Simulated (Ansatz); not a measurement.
Os (hcp (Mg type)), relaxed and computed with several functionals in Ansatz (plane waves, PAW).

| functional | a (Å) | c (Å) | V (Å³/atom) | B₀ by P(V) fit (GPa) | K_Hill (GPa) | G_Hill (GPa) | Θ_D (K) |
|---|---|---|---|---|---|---|---|
| LDA | 2.716 | 4.290 | 13.70 | 447 | 448 | 289 | 488 |
| r²SCAN | 2.738 | 4.318 | 14.01 | 427 | 428 | 280 | 483 |
| PBE | 2.754 | 4.347 | 14.28 | 397 | 398 | 262 | 467 |
| r²SCAN+D4 | 2.733 | 4.312 | 13.95 | 434 | 435 | 285 | 486 |
| PBEsol | 2.728 | 4.309 | 13.89 | 431 | 432 | 282 | 484 |
| PBE+D3(BJ) | [?] | [?] | [?] | [?] | [?] | [?] | [?] |

Question: Fill in the missing entries.

Answer: 
- PBE+D3(BJ), a (Å): 2.736
- PBE+D3(BJ), c (Å): 4.323
- PBE+D3(BJ), V (Å³/atom): 14.01
- PBE+D3(BJ), B₀ by P(V) fit (GPa): 418
- PBE+D3(BJ), K_Hill (GPa): 419
- PBE+D3(BJ), G_Hill (GPa): 278
- PBE+D3(BJ), Θ_D (K): 481

All cells were relaxed under the symmetry of their starts (and spin orders); stability against distortions was not tested throughout. Rows with no word on spin ran without spin polarisation. Spin–orbit coupling is left out wherever it is not named.

Potentials: the later of the program's two PAW sets.

Ansatz (a first-principles code) is a plane-wave DFT program.
